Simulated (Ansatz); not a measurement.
Structure relaxation, TiAl3

The start is a generated trial cell of TiAl3 in the A15 structure type. The structure is fully relaxed (lattice and positions, P = 0) with r2SCAN (plane waves to 500 eV, PAW, scalar-relativistic; Ansatz, a program for electronic structure). The first steps use a 10×10×10 k-mesh.

Starting cell:
```
TiAl3
1.0
    4.92752     0.00000     0.00000
    0.00000     4.92752     0.00000
    0.00000     0.00000     4.92752
Al Ti
6 2
Direct
  0.25000   0.00000   0.50000
  0.75000   0.00000   0.50000
  0.00000   0.50000   0.25000
  0.00000   0.50000   0.75000
  0.50000   0.25000   0.00000
  0.50000   0.75000   0.00000
  0.00000   0.00000   0.00000
  0.50000   0.50000   0.50000
```

Q: How large is the pressure on the unrelaxed cell, and of which sign?

A: +11.5 GPa (positive: the cell is compressed).

Q: How much energy is released per atom?

A: 0.05 eV/atom.

Q: How does the volume per atom move from start to end?

A: +9.6 %, from 14.96 to 16.40 Å³/atom.

Q: How do the shortest distances between atoms change?

A: The closest pairs of elements (up to four, under 3.6 Å), start → end: Al–Al 2.46 → 2.54 Å; Al–Ti 2.75 → 2.84 Å.

Q: Is the relaxed structure metallic? Give its gap.

A: No gap (metallic).

Q: Write out the relaxed structure.

A: 
```cif
data_Al6Ti2
_chemical_formula_sum 'Al6 Ti2'
_space_group_name_H-M_alt 'Pm-3n'
_space_group_IT_number 223
_space_group_name_Hall '-P 4n 2 3'
_cell_length_a 5.08095
_cell_length_b 5.08095
_cell_length_c 5.08095
_cell_angle_alpha 90.000
_cell_angle_beta 90.000
_cell_angle_gamma 90.000
loop_
_atom_site_label
_atom_site_type_symbol
_atom_site_symmetry_multiplicity
_atom_site_Wyckoff_symbol
_atom_site_fract_x
_atom_site_fract_y
_atom_site_fract_z
_atom_site_occupancy
Al1 Al 6 c 0.00000 0.50000 0.25000 1
Ti1 Ti 2 a 0.00000 0.00000 0.00000 1
```

The space group stays Pm-3n (No. 223) (the run could not lower it); the end is A15 (Cr3Si type), with 8 atoms in the primitive cell. Final values are on a 9×9×9 k-mesh of the relaxed cell. No spin polarisation in the result.

The run could not lose the symmetry of its start, so the end can be a saddle point.

All atoms sit on sites fixed by symmetry, so only the cell could relax.

The relaxed structure here is a generated cell of TiAl3: the first start was made by placing the elements on the sites of a structure type, and the end was not matched to a known phase here, so it may be hypothetical. Known forms of TiAl3 include space group No. 139.
